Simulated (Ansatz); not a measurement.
BrGe, capped honeycomb (chair)-type layer, relaxed and computed with two functionals in Ansatz (plane waves, PAW).

```csv
functional,a (Å),thickness (Å)
PBE,(withheld),(withheld)
r²SCAN+D4,4.110,5.33
```

### Question
Complete the blanks.

### Answer

- PBE, a (Å): 4.235
- PBE, thickness (Å): 5.38

All cells were relaxed under the symmetry of their starts (and spin orders); stability against distortions was not tested throughout. Spin–orbit coupling is left out wherever it is not named. Constructed layers (a layer type filled with these elements): BrGe, capped honeycomb (chair)-type layer; BrGe, capped honeycomb (chair)-type layer.

Potentials: the later of the program's two PAW sets.

Ansatz (a quantum-chemistry and plane-wave program) is a plane-wave DFT program.
